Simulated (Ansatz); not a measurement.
Starting cell, Mo (bcc, W type):

```xyz
2
Lattice="-3.1608 3.1608 3.1608 0.0000 0.0000 3.1608 0.0000 3.1608 0.0000" Properties=species:S:1:pos:R:3 pbc="T T T"
Mo     0.0000     0.0000     0.0000
Mo    -1.5804     1.5804     1.5804
```

The atoms are displaced by Q × the pattern below (from a DFPT mode at H = (0.5, 0.5, 0.5), largest move 1; Q in Å), at fixed cell. It is one choice among 3 degenerate patterns. (q is in reciprocal vectors of the primitive cell; the cell shown is doubled to hold the pattern.)

| atom | x | y | z |
|---|---|---|---|
| Mo1 | 0.000 | 0.000 | -1.000 |
| Mo2 | 0.000 | 0.000 | 1.000 |

The numbers are results of PBE (plane waves to 420 eV, PAW, scalar-relativistic; Ansatz, an electronic-structure program), not measurements. k mesh 21×21×21 (Γ-centred), Fermi-Dirac smearing 0.05 eV. The energy includes the smearing's −TS. With partly filled bands, energies and forces of such displacements shift with the k mesh and the smearing. Mo is run without spin polarisation. Mo was relaxed with its symmetry unable to fall. The PAW data are Ansatz's earlier set. The zero of ΔE is the undisplaced structure. The last digit holds for this mesh only.

```tsv
Q (Å)	ΔE (meV/cell)
-0.2800	1089.9
-0.2333	761.2
-0.1867	480.0
-0.1400	withheld
-0.0933	100.8
-0.0467	21.2
0.0000	0.0
0.0467	21.2
0.0933	100.8
0.1400	withheld
0.1867	480.0
0.2333	761.2
0.2800	1089.9
```

**Question.** Fit an even polynomial form (powers 2, 4, 6) to the given rows and predict ΔE at Q = 0.1400.

**Answer.** Least squares on the 11 given rows: ΔE = (11460)·Q² + (85670)·Q⁴ + (-697600)·Q⁶, in meV/cell with Q in Å; root-mean-square residual 4.14 meV/cell. At 0.1400 the fit gives 252.3 meV/cell; the calculation gives 254.2 meV/cell, so the interpolation is off by -1.9 (-0.7 %). The quadratic term alone would give 224.6 meV/cell.

(For displaced atoms, the force is minus the slope of the energy, and its curvature is a force constant, which sets phonon frequencies.)
